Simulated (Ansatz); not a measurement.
Geometry optimisation in Ansatz: input, command and trajectory.

```yaml
crystal:
  lattice:
    - [4.2524233381, -2.0481100362, -4.063558536]
    - [4.6458076107, -2.0968477054, 4.4587363283]
    - [-2.2024738316, -7.4635351784, -0.0218962368]
  atoms:
    - { symbol: Si, position: [0.070486973, 0.3294813942, 0.0024253235] }
    - { symbol: Si, position: [0.2728949466, 0.9624114437, 0.3483930774] }
    - { symbol: Si, position: [0.1361243676, 0.9704551615, 0.0701040304] }
    - { symbol: Si, position: [0.9107409244, 0.7169006474, 0.0760738019] }
    - { symbol: Si, position: [0.7031127016, 0.4107166723, 0.1818843246] }
    - { symbol: Ti, position: [0.7954969941, 0.5440641716, 0.8216117457] }
    - { symbol: Zn, position: [0.1496035126, 0.3928166603, 0.6107476712] }
    - { symbol: Zn, position: [0.9071947744, 0.1773290695, 0.4279822344] }
    - { symbol: Zn, position: [0.6546883269, 0.892792189, 0.584023709] }
    - { symbol: Zn, position: [0.4429918295, 0.6102617983, 0.4292584591] }
    - { symbol: Zn, position: [0.2680136187, 0.3557654391, 0.2758882601] }
    - { symbol: Zn, position: [0.8749494673, 0.1078845357, 0.8093007173] }
    - { symbol: Zn, position: [0.6629922925, 0.0208131842, 0.2387237123] }
    - { symbol: Zn, position: [0.5449780488, 0.8657293437, 0.9653097588] }
    - { symbol: Zn, position: [0.3286904731, 0.6174555077, 0.8205941765] }
    - { symbol: Zn, position: [0.0586409183, 0.7971287258, 0.6052910833] }
    - { symbol: Zn, position: [0.8705713406, 0.595151713, 0.4038346163] }
    - { symbol: Zn, position: [0.5659529851, 0.2995461388, 0.6363112402] }
    - { symbol: Zn, position: [0.496311768, 0.274620938, 0.970489334] }
    - { symbol: Zn, position: [0.2889879497, 0.0288924903, 0.7324520452] }
  symmetry: { detect: false }
basis:
  ecutwfc: 420
kpoints:
  mp_grid: { grid: [4, 3, 3] }
hamiltonian:
  xc: pbe
scf:
  occupations: { method: gaussian, width: 0.1 }
  lower_state_search: "off"
output:
  forces: true
  stress: true
  eigenvalues: true
relax:
  adjacent_minimum: "off"
  f_tol: 0.04
  max_steps: 25
  cell: { stress_tol: 0.3 }
```

```bash
ansatz run input.yaml --threads 4 --pin off --max-ram 9216MiB --backend cpu --events-out ev --progress --plain --runs-dir out
```

Level of theory: Ansatz, DFT PBE, scalar-relativistic, plane waves, PAW.

Of 11 frames 10 are shown, positions in Å and forces in eV/Å; the SCF threshold varies from step to step. Steps run on the plane waves of an earlier cell, with a Pulay correction in the pressure. The basis is chosen afresh for the last frame, the zero of the energies, and at times for earlier ones too; energy and pressure step there, also at an unchanged geometry.

```xyz
20
Lattice="4.2524 -2.0481 -4.0636 4.6458 -2.0968 4.4587 -2.2025 -7.4635 -0.0219" Properties=species:S:1:pos:R:3:forces:R:3 pbc="T T T" step=1 free_energy_over_end_meV_per_atom=16.70 pressure_GPa=0.05
Si    1.8251   -0.8533    1.1826    0.1839   -0.0350   -0.0451
Si    4.8643   -5.1772    3.1746    0.1960    0.2397   -0.0793
Si    4.9330   -2.8369    3.7723    0.2464   -0.1681   -0.3965
Si    7.0359   -3.9363   -0.5060   -0.2270    0.0044    0.2128
Si    4.4974   -3.6588   -1.0298   -0.0414   -0.0173    0.0753
Ti    4.1008   -8.9022   -0.8247   -0.0677    0.0551    0.1232
Zn    1.1160   -5.6884    1.1302   -0.0550   -0.0552   -0.0110
Zn    3.7390   -5.4241   -2.9051    0.0971    0.0150   -0.0104
Zn    5.6455   -7.5718    1.3076   -0.0113   -0.0570    0.0374
Zn    3.7735   -5.3907    0.9115    0.0389    0.0302    0.0327
Zn    2.1849   -3.3540    0.4911   -0.0674    0.0321   -0.0421
Zn    2.4394   -8.0585   -3.0921    0.0208    0.1683    0.0522
Zn    2.3902   -3.1832   -2.6065   -0.1144   -0.0164    0.1270
Zn    4.2134  -10.1361    1.6244   -0.0406    0.0670   -0.0350
Zn    2.4590   -8.0924    1.3995    0.0163   -0.0319   -0.0115
Zn    2.6195   -6.3092    3.3026   -0.0268   -0.0428    0.0345
Zn    5.5776   -6.0450   -0.8928   -0.0591   -0.0135   -0.0712
Zn    2.3968   -6.5364   -0.9781   -0.1126    0.0538    0.0295
Zn    1.2489   -8.8356   -0.8136   -0.0467   -0.0327    0.0130
Zn   -0.2501   -6.1191   -1.0615    0.0704   -0.1958   -0.0357
20
Lattice="4.2823 -2.0312 -4.1152 4.5826 -2.0804 4.4156 -2.2270 -7.4719 0.0036" Properties=species:S:1:pos:R:3:forces:R:3 pbc="T T T" step=2 free_energy_over_end_meV_per_atom=11.10 pressure_GPa=-0.03
Si    1.8246   -0.8509    1.1692    0.1021   -0.0124    0.0671
Si    4.8108   -5.1445    3.1268    0.0349    0.1390   -0.0148
Si    4.9043   -2.8146    3.6757    0.1045   -0.0392   -0.2410
Si    7.0011   -3.9245   -0.5496   -0.1107   -0.0291    0.1825
Si    4.4871   -3.6356   -1.0742    0.0062   -0.0033   -0.0228
Ti    4.0619   -8.8794   -0.8553   -0.0144    0.0391   -0.0281
Zn    1.0797   -5.6902    1.1206   -0.0562   -0.0380    0.0419
Zn    3.7511   -5.4044   -2.9518    0.0517    0.0201   -0.0262
Zn    5.5862   -7.5727    1.2504    0.0152   -0.0542    0.0099
Zn    3.7452   -5.3720    0.8722    0.0399   -0.0068    0.0430
Zn    2.1625   -3.3423    0.4696   -0.0484   -0.0014   -0.0139
Zn    2.4556   -8.0281   -3.1230    0.0198    0.1021   -0.0002
Zn    2.3716   -3.1837   -2.6142   -0.0607   -0.0311    0.0377
Zn    4.1462  -10.1159    1.5670   -0.0106    0.0289   -0.0205
Zn    2.4131   -8.0809    1.3746    0.0208   -0.0012   -0.0051
Zn    2.5643   -6.3021    3.2891    0.0091   -0.0176    0.0409
Zn    5.5396   -6.0324   -0.9522   -0.0391   -0.0318   -0.0338
Zn    2.3704   -6.5154   -1.0045   -0.0770    0.0414    0.0232
Zn    1.2130   -8.8246   -0.8300    0.0000    0.0065   -0.0078
Zn   -0.2542   -6.1455   -1.0660    0.0127   -0.1109   -0.0319
20
Lattice="4.3595 -1.9933 -4.2862 4.3900 -2.0152 4.3000 -2.2800 -7.4583 0.0519" Properties=species:S:1:pos:R:3:forces:R:3 pbc="T T T" step=3 free_energy_over_end_meV_per_atom=8.32 pressure_GPa=0.60
Si    1.8260   -0.8451    1.1476   -0.0630    0.0061    0.0650
Si    4.6054   -5.0112    3.0132   -0.1006    0.0251    0.0962
Si    4.8013   -2.6976    3.4345   -0.3284    0.0683    0.1195
Si    6.8777   -3.8913   -0.6589    0.2893   -0.0467    0.0224
Si    4.4548   -3.5720   -1.2697    0.0425    0.0548   -0.1532
Ti    3.9766   -8.7806   -1.0220   -0.0709   -0.1556   -0.0842
Zn    0.9682   -5.6617    1.1017    0.0153    0.0371   -0.0251
Zn    3.7605   -5.3400   -3.1271    0.0288    0.0650    0.0056
Zn    5.4257   -7.5700    1.0517   -0.0403    0.0492    0.0091
Zn    3.6709   -5.3263    0.7612    0.0586   -0.0618    0.0029
Zn    2.0976   -3.3187    0.4117    0.0736   -0.0008   -0.0417
Zn    2.5108   -7.9177   -3.2833   -0.0361   -0.0984    0.0142
Zn    2.2907   -3.2059   -2.6788   -0.0365    0.0202   -0.0301
Zn    3.9652  -10.0101    1.3837    0.0294   -0.0321    0.0128
Zn    2.3178   -7.9740    1.2650   -0.0221    0.0258   -0.0793
Zn    2.4065   -6.2440    3.2517    0.0548    0.0084   -0.0949
Zn    5.4204   -6.0039   -1.1265   -0.0349    0.0311    0.0625
Zn    2.2997   -6.4206   -1.1045    0.0498   -0.0257    0.0583
Zn    1.1489   -8.7414   -0.9225    0.0479   -0.0760    0.0273
Zn   -0.2699   -6.1629   -1.1138    0.0429    0.1060    0.0125
20
Lattice="4.3191 -2.0055 -4.3121 4.4356 -2.0490 4.4332 -2.2057 -7.3788 0.0451" Properties=species:S:1:pos:R:3:forces:R:3 pbc="T T T" step=4 free_energy_over_end_meV_per_atom=6.56 pressure_GPa=0.54
Si    1.8126   -0.8780    1.0640    0.0580    0.1189    0.0863
Si    4.6289   -4.9161    3.2073    0.0298   -0.1947   -0.1049
Si    4.7526   -2.6304    3.5574    0.1489    0.1670    0.0584
Si    6.8446   -3.9895   -0.4187   -0.3211    0.0934   -0.0132
Si    4.5601   -3.5627   -1.3999    0.0781    0.0509    0.0156
Ti    4.0443   -8.8437   -1.0051    0.0321    0.1439    0.0744
Zn    1.0296   -5.6207    1.1546   -0.0461   -0.0337    0.0517
Zn    3.8107   -5.2336   -3.1709   -0.1030   -0.1424    0.1061
Zn    5.4763   -7.6336    1.1436    0.0758    0.0573   -0.1265
Zn    3.7328   -5.3865    0.9732   -0.0037   -0.0033   -0.0740
Zn    2.2200   -3.3919    0.2857    0.0098   -0.0072   -0.0323
Zn    2.4970   -7.9058   -3.2699    0.0512    0.0288   -0.0578
Zn    2.1978   -3.2247   -2.6321   -0.0426    0.0049   -0.0511
Zn    4.0302   -9.9534    1.5542    0.0336    0.0259   -0.1091
Zn    2.4743   -7.8787    1.2681   -0.0520   -0.1362   -0.0144
Zn    2.4969   -6.1961    3.3324   -0.1895   -0.0456    0.0071
Zn    5.2827   -6.0265   -1.0424    0.0798   -0.1093    0.0768
Zn    2.3972   -6.3511   -1.0864    0.0669    0.0138    0.0258
Zn    1.2548   -8.6917   -0.9183    0.0481   -0.0390    0.0865
Zn   -0.1945   -6.0427   -1.0818    0.0459    0.0065   -0.0056
20
Lattice="4.3196 -2.0168 -4.3217 4.4274 -2.0140 4.4111 -2.2616 -7.4639 0.0089" Properties=species:S:1:pos:R:3:forces:R:3 pbc="T T T" step=5 free_energy_over_end_meV_per_atom=3.60 pressure_GPa=-0.39
Si    1.8448   -0.8266    1.0977   -0.0918   -0.0247   -0.0054
Si    4.5740   -4.9297    3.1546    0.0397    0.0609    0.0607
Si    4.7598   -2.6110    3.5576    0.0470   -0.0657   -0.0116
Si    6.8234   -3.9498   -0.4803   -0.0437    0.0098    0.0822
Si    4.5378   -3.5666   -1.4175    0.0356   -0.0081   -0.1008
Ti    3.9906   -8.8747   -1.0409    0.0178    0.0009   -0.0166
Zn    0.9868   -5.6590    1.1210    0.0028    0.0343   -0.0230
Zn    3.7514   -5.3143   -3.1660   -0.0138   -0.0259    0.0134
Zn    5.4506   -7.6337    1.0772    0.0238   -0.0159    0.0127
Zn    3.6970   -5.4015    0.8943   -0.0159   -0.0015    0.0043
Zn    2.1732   -3.3777    0.2839   -0.0360   -0.0237   -0.0146
Zn    2.4754   -7.9666   -3.3206   -0.0081    0.0216   -0.0283
Zn    2.1734   -3.2423   -2.6639   -0.0076    0.0112   -0.0261
Zn    3.9920  -10.0073    1.4832    0.0445   -0.0020    0.0165
Zn    2.3876   -7.9741    1.2358    0.0096   -0.0021    0.0438
Zn    2.4353   -6.2490    3.2759   -0.0051   -0.0353   -0.0032
Zn    5.3166   -6.0467   -1.0741    0.0178    0.0021    0.0068
Zn    2.3620   -6.4328   -1.1068   -0.0030    0.0130   -0.0091
Zn    1.2048   -8.7864   -0.9435   -0.0153    0.0160    0.0177
Zn   -0.2242   -6.1237   -1.1309    0.0019    0.0353   -0.0196
20
Lattice="4.2769 -2.0134 -4.4118 4.3061 -1.9483 4.4005 -2.3041 -7.5217 -0.0239" Properties=species:S:1:pos:R:3:forces:R:3 pbc="T T T" step=7 free_energy_over_end_meV_per_atom=1.90 pressure_GPa=0.23
Si    1.7709   -0.6748    0.9042    0.0944    0.0833   -0.0368
Si    4.3777   -4.7895    3.2022    0.0036   -0.0352   -0.0254
Si    4.5543   -2.4561    3.3882   -0.2627    0.0557    0.0677
Si    6.5814   -3.9426   -0.4067    0.1054   -0.0186   -0.2375
Si    4.5798   -3.4998   -1.7816   -0.0034   -0.0302    0.2064
Ti    3.8830   -8.9403   -1.1675    0.0774    0.0245   -0.0085
Zn    0.9111   -5.6381    1.1055   -0.0090   -0.0181   -0.0241
Zn    3.6466   -5.3692   -3.2463   -0.0135   -0.0126    0.0266
Zn    5.2828   -7.6542    0.9837   -0.0239    0.0659   -0.0019
Zn    3.5996   -5.4828    0.9512   -0.0249    0.0305    0.0296
Zn    2.1505   -3.4686    0.1314   -0.0062   -0.0395    0.0142
Zn    2.3684   -7.9589   -3.4289    0.0302   -0.0008    0.0289
Zn    1.9988   -3.3054   -2.7003    0.0885   -0.0484    0.0441
Zn    3.9409   -9.9698    1.4511   -0.0021   -0.0102   -0.0051
Zn    2.2769   -8.0043    1.2210   -0.0534   -0.0235    0.0126
Zn    2.3090   -6.2261    3.2468   -0.0048    0.0634   -0.0056
Zn    5.1503   -6.0160   -1.1182   -0.0521   -0.0718   -0.0145
Zn    2.3288   -6.4635   -1.1363    0.0077   -0.0408    0.0023
Zn    1.1684   -8.8891   -0.9390    0.0120   -0.0405   -0.0529
Zn   -0.2288   -6.1149   -1.1587    0.0367    0.0670   -0.0198
20
Lattice="4.2981 -2.0106 -4.3994 4.3281 -1.9711 4.3985 -2.2873 -7.4965 -0.0022" Properties=species:S:1:pos:R:3:forces:R:3 pbc="T T T" step=8 free_energy_over_end_meV_per_atom=1.15 pressure_GPa=0.05
Si    1.7813   -0.7100    0.9442   -0.0251    0.0226   -0.0125
Si    4.4431   -4.8292    3.1990   -0.0287    0.0186   -0.0253
Si    4.5877   -2.4901    3.4173    0.0209   -0.0172   -0.0105
Si    6.6517   -3.9514   -0.4447   -0.0616   -0.0058    0.0238
Si    4.5773   -3.5306   -1.6917    0.1087    0.0318   -0.0159
Ti    3.9328   -8.9117   -1.1430   -0.0459    0.0037    0.0140
Zn    0.9308   -5.6397    1.0981   -0.0076   -0.0468    0.0131
Zn    3.6719   -5.3725   -3.2239    0.0228    0.0372   -0.0169
Zn    5.3311   -7.6247    1.0038   -0.0171   -0.0158    0.0018
Zn    3.6180   -5.4560    0.9488    0.0377   -0.0048    0.0224
Zn    2.1533   -3.4525    0.1908    0.0187    0.0364    0.0006
Zn    2.4207   -7.9234   -3.4100   -0.0070   -0.0624    0.0138
Zn    2.0783   -3.2831   -2.6829   -0.0080    0.0254   -0.0226
Zn    3.9691   -9.9688    1.4598    0.0218   -0.0102    0.0018
Zn    2.2845   -8.0063    1.2425   -0.0370   -0.0243    0.0058
Zn    2.3356   -6.2133    3.2519    0.0284    0.0294    0.0029
Zn    5.1721   -6.0464   -1.1083   -0.0347    0.0448   -0.0030
Zn    2.3410   -6.4607   -1.1226   -0.0089   -0.0431    0.0141
Zn    1.1872   -8.8652   -0.9401    0.0183   -0.0069   -0.0107
Zn   -0.2171   -6.0748   -1.1660    0.0044   -0.0124    0.0028
20
Lattice="4.3288 -1.9841 -4.4272 4.3323 -1.9567 4.4047 -2.3088 -7.4489 0.0163" Properties=species:S:1:pos:R:3:forces:R:3 pbc="T T T" step=9 free_energy_over_end_meV_per_atom=0.64 pressure_GPa=0.07
Si    1.7965   -0.6398    0.8782   -0.0357    0.0066    0.0093
Si    4.4509   -4.7586    3.1925   -0.0223   -0.0208    0.0041
Si    4.5732   -2.4174    3.3860   -0.0723   -0.0362    0.0055
Si    6.6633   -3.9292   -0.4241    0.0189   -0.0104   -0.0227
Si    4.6999   -3.4794   -1.7819   -0.0266   -0.0162   -0.0516
Ti    3.9402   -8.8292   -1.1314    0.0751    0.0364    0.0190
Zn    0.9165   -5.6319    1.1199   -0.0132   -0.0220    0.0230
Zn    3.7030   -5.3034   -3.2648   -0.0137    0.0018   -0.0009
Zn    5.3803   -7.5526    1.0026    0.0014   -0.0062    0.0105
Zn    3.6128   -5.4940    0.9867   -0.0133   -0.0077    0.0046
Zn    2.1642   -3.4835    0.1465   -0.0080   -0.0141    0.0237
Zn    2.4216   -7.8593   -3.4195    0.0423    0.0202   -0.0096
Zn    2.1084   -3.2261   -2.6668   -0.0129   -0.0456   -0.0082
Zn    4.0165   -9.8746    1.4831    0.0218    0.0195   -0.0162
Zn    2.1466   -8.0720    1.3533    0.0408    0.1043   -0.0250
Zn    2.3271   -6.1301    3.2748    0.0017    0.0048   -0.0006
Zn    5.1138   -5.9892   -1.1164    0.0105   -0.0061    0.0000
Zn    2.3402   -6.4499   -1.1029    0.0218   -0.0058    0.0190
Zn    1.2014   -8.8481   -0.9359   -0.0090   -0.0107    0.0021
Zn   -0.1932   -5.9567   -1.1871   -0.0075    0.0084    0.0139
20
Lattice="4.3342 -1.9917 -4.4391 4.3158 -1.9538 4.3889 -2.3145 -7.4759 0.0130" Properties=species:S:1:pos:R:3:forces:R:3 pbc="T T T" step=10 free_energy_over_end_meV_per_atom=0.24 pressure_GPa=-0.04
Si    1.7859   -0.6250    0.8497    0.0258   -0.0066   -0.0051
Si    4.4282   -4.7709    3.1879    0.0166    0.0115   -0.0144
Si    4.5343   -2.4261    3.3474   -0.0109    0.0223   -0.0108
Si    6.6413   -3.9405   -0.4425    0.0058   -0.0024   -0.0166
Si    4.6988   -3.4837   -1.8330   -0.0006    0.0007    0.0211
Ti    3.9460   -8.8661   -1.1585   -0.0111    0.0143    0.0111
Zn    0.9064   -5.6408    1.1165   -0.0091   -0.0063    0.0027
Zn    3.6913   -5.3310   -3.2717   -0.0064    0.0076    0.0116
Zn    5.3535   -7.5813    0.9854    0.0061   -0.0125    0.0021
Zn    3.6015   -5.5052    0.9801   -0.0028    0.0176   -0.0181
Zn    2.1587   -3.4894    0.1545    0.0065    0.0061    0.0007
Zn    2.4296   -7.8797   -3.4332    0.0016    0.0118   -0.0009
Zn    2.0876   -3.2598   -2.6781    0.0016    0.0097    0.0037
Zn    4.0066   -9.9015    1.4606   -0.0034   -0.0128   -0.0035
Zn    2.1814   -8.0416    1.3079    0.0052   -0.0129    0.0006
Zn    2.3135   -6.1417    3.2663   -0.0078   -0.0005    0.0100
Zn    5.1082   -6.0033   -1.1273    0.0021    0.0007    0.0031
Zn    2.3394   -6.4786   -1.1080    0.0105   -0.0042    0.0012
Zn    1.2055   -8.8890   -0.9411   -0.0226   -0.0332    0.0042
Zn   -0.2011   -5.9882   -1.1808   -0.0069   -0.0107   -0.0027
20
Lattice="4.3342 -1.9917 -4.4391 4.3158 -1.9538 4.3889 -2.3145 -7.4759 0.0130" Properties=species:S:1:pos:R:3:forces:R:3 pbc="T T T" step=11 free_energy_over_end_meV_per_atom=0.00 pressure_GPa=-0.02
Si    1.7859   -0.6250    0.8497    0.0255   -0.0070   -0.0048
Si    4.4282   -4.7709    3.1879    0.0167    0.0109   -0.0142
Si    4.5343   -2.4261    3.3474   -0.0108    0.0224   -0.0110
Si    6.6413   -3.9405   -0.4425    0.0058   -0.0023   -0.0160
Si    4.6988   -3.4837   -1.8330   -0.0004    0.0008    0.0205
Ti    3.9460   -8.8661   -1.1585   -0.0111    0.0144    0.0110
Zn    0.9064   -5.6408    1.1165   -0.0097   -0.0063    0.0029
Zn    3.6913   -5.3310   -3.2717   -0.0058    0.0080    0.0104
Zn    5.3535   -7.5813    0.9854    0.0062   -0.0126    0.0023
Zn    3.6015   -5.5052    0.9801   -0.0024    0.0178   -0.0184
Zn    2.1587   -3.4894    0.1545    0.0063    0.0062    0.0007
Zn    2.4296   -7.8797   -3.4332    0.0012    0.0120   -0.0001
Zn    2.0876   -3.2598   -2.6781    0.0011    0.0100    0.0036
Zn    4.0066   -9.9015    1.4606   -0.0036   -0.0132   -0.0035
Zn    2.1814   -8.0416    1.3079    0.0048   -0.0130    0.0005
Zn    2.3135   -6.1417    3.2663   -0.0082    0.0000    0.0110
Zn    5.1082   -6.0033   -1.1273    0.0021    0.0006    0.0035
Zn    2.3394   -6.4786   -1.1080    0.0109   -0.0048    0.0012
Zn    1.2055   -8.8890   -0.9411   -0.0226   -0.0330    0.0043
Zn   -0.2011   -5.9882   -1.1808   -0.0059   -0.0109   -0.0038
```

It took 2.9 min on 4 threads of Intel(R) Xeon(R) 6975P-C (Granite Rapids), on a shared host, peak memory 1.5 GiB.

The k mesh is coarse. Spin polarisation was left out, and a magnetic state may lie lower.